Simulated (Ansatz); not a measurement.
Relaxed-ion elastic tensor of ZnO (wurtzite, P6_3mc) in GPa (Voigt order), PBEsol in the plane-wave PAW code Ansatz; density 5.74 g/cm³, 11.78 Å³ per atom.

```tsv
	1	2	3	4	5	6
1	202	124	109	0.0	0.0	0.0
2	124	202	109	0.0	0.0	0.0
3	109	109	216	0.0	0.0	0.0
4	0.0	0.0	0.0	36.1	0.0	0.0
5	0.0	0.0	0.0	0.0	36.1	0.0
6	0.0	0.0	0.0	0.0	0.0	39.2
```

**Question.** Is the crystal mechanically stable?

**Answer.** Yes: the smallest eigenvalue of C is 36.1 GPa.

**Question.** Work out the Voigt, Reuss and Hill averages.

**Answer.** K_V = 145, K_R = 145, K_H = 145; G_V = 40.8, G_R = 40.0, G_H = 40.4 GPa.

**Question.** Give Young's modulus, Poisson's ratio, Pugh's ratio and the universal anisotropy index.

**Answer.** E = 9KG/(3K + G) = 111 GPa; ν = 0.37; K/G = 3.59 (ductile by the Pugh limit of 1.75); A_U = 5G_V/G_R + K_V/K_R − 6 = 0.11.

**Question.** Estimate the sound speeds and the Debye temperature.

**Answer.** v_l = √((K + 4G/3)/ρ) = 5890 m/s, v_t = √(G/ρ) = 2650 m/s, mean 2990 m/s; Θ = (h/k)(3n/4πV)^(1/3) v_m = 392 K.

**Question.** Solve the Christoffel equation for the three sound speeds along x, y, z.

**Answer.** Eigenvalues of C_ijkl n_j n_l equal ρv² (piezoelectric stiffening left out). In km/s, slowest first: x 2.51, 2.61, 5.94; y 2.51, 2.61, 5.94; z 2.51, 2.51, 6.13.

**Question.** How much does each axis shrink under pressure?

**Answer.** Linear compressibilities β_i = Σ_j S_ij (j = 1 to 3): x 2.3, y 2.3, z 2.3 per TPa.

The PBEsol relaxation kept the symmetry of its start.

Potentials: the later of the program's two PAW sets.
